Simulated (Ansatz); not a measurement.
Structures of Na$_{2}$F: which is lowest?

Plane-wave DFT in Ansatz with scalar-relativistic PAW potentials, cutoff 420 eV, Γ-centred meshes chosen by cell and gap, Gaussian smearing with energies taken to zero width. Every cell was relaxed (cell and atoms) in a run of its own, within the symmetry of its start. Functional: PBE.

Relaxed structures (starts from databases or built by putting these elements on another compound's sites):
A. R3m, 3 atoms in the computed cell, a = 3.371 Å, c = 18.246 Å; sites (symmetry × multiplicity) Na 3m × 3 + 3m × 3, F 3m × 3; start: built
B. I4/mmm, 3 atoms in the computed cell, a = 3.040 Å, c = 11.976 Å; sites (symmetry × multiplicity) Na 4mm × 4, F 4/mmm × 2; start: built
C. Pn-3m, 6 atoms in the computed cell, a = 5.283 Å; sites (symmetry × multiplicity) Na .-3m × 4, F -43m × 2; start: built
D. R-3m, 3 atoms in the computed cell, a = 3.429 Å, c = 17.816 Å; sites (symmetry × multiplicity) Na 3m × 6, F -3m × 3; start: built

Problem. Rank them by energy. Could pressure change the order?

Solution.
| structure | group | E − E(lowest) (meV/atom) | V (Å³/atom) | gap on mesh (eV) |
| --- | --- | --- | --- | --- |
| D | R-3m | 0.0 | 20.16 | 0.00 |
| A | R3m | 33 | 19.95 | 0.00 |
| B | I4/mmm | 120 | 18.45 | 0.00 |
| C | Pn-3m | 144 | 24.57 | 0.00 |

D is lowest, 33 meV/atom under A. B is denser by 1.71 Å³/atom, so pressure favours it: ΔE/ΔV, with ΔE in eV and 1 eV/Å³ = 160.2 GPa, gives about 11 GPa for equal enthalpy if both cells were rigid, a rough figure since the two compress differently. Other structures may lie lower than all of these, and vibrations aren't counted.

Spin polarisation was left out, and a magnetic state may lie lower.